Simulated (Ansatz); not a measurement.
A: Rh (fcc, Cu type), a = b = c = 3.800 Å, α = β = γ = 90.00°
B: NiO (rock salt), a = b = c = 4.189 Å, α = β = γ = 90.00°
C: C (diamond), a = 3.560 Å, b = 3.560 Å, c = 3.560 Å, α = 90.00°, β = 90.00°, γ = 90.00°

Scan: energy against volume (even scaling of the relaxed cell, symmetry kept). All come from one method, each on a k mesh of its own. All were relaxed with their symmetry unable to fall. NiO is run spin-polarised and with no Hubbard U; the real compound is an antiferromagnetic insulator, a state that this run doesn't describe. Relaxed NiO ends ferromagnetic. Rh is run without spin polarisation. Other magnetic orders were not checked, so this need not be the ground state. (This holds for the magnetic or f-shell members.)

Q: Put the candidates in order of bulk modulus (fitted), lowest first, for r2SCAN (plane waves to 500 eV, PAW, scalar-relativistic; Ansatz, a first-principles code).

A: B (215 GPa), A (281 GPa), C (451 GPa)

(Under strain, the slope of the energy per volume gives the stress and its curvature an elastic modulus.)
